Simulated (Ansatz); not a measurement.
Mg (hcp (Mg type), space group No. 194) under volume change, the program Ansatz at the r²SCAN level (PAW), shape and atoms relaxed at each volume.

| V (Å³/atom) | E − E(relaxed) (meV/atom) | P (GPa) |
|---|---|---|
| 20.520 | … | … |
| 21.197 | 11.2 | 2.77 |
| 21.873 | 2.7 | 1.29 |
| 22.550 | 0.0 | 0.00 |
| 23.226 | 2.4 | -1.10 |
| 23.903 | … | … |
| 24.579 | 19.6 | -2.88 |

Question: Some entries are withheld; supply them.

Answer: 
- 20.520, E − E(relaxed) (meV/atom): 26.4
- 20.520, P (GPa): 4.50
- 23.903, E − E(relaxed) (meV/atom): 9.1
- 23.903, P (GPa): -2.06

Question: What does a third-order Birch–Murnaghan fit give for V₀, B₀ and B′?

Answer: V₀ = 22.55 Å³/atom, B₀ = 39.6 GPa, B′ = 3.9.

Space group P6_3/mmc (hcp (Mg type)). The cell was relaxed with r²SCAN under the symmetry of its start; of distortions, only those at the zone centre were tested.

Potentials: the later of the program's two PAW sets.
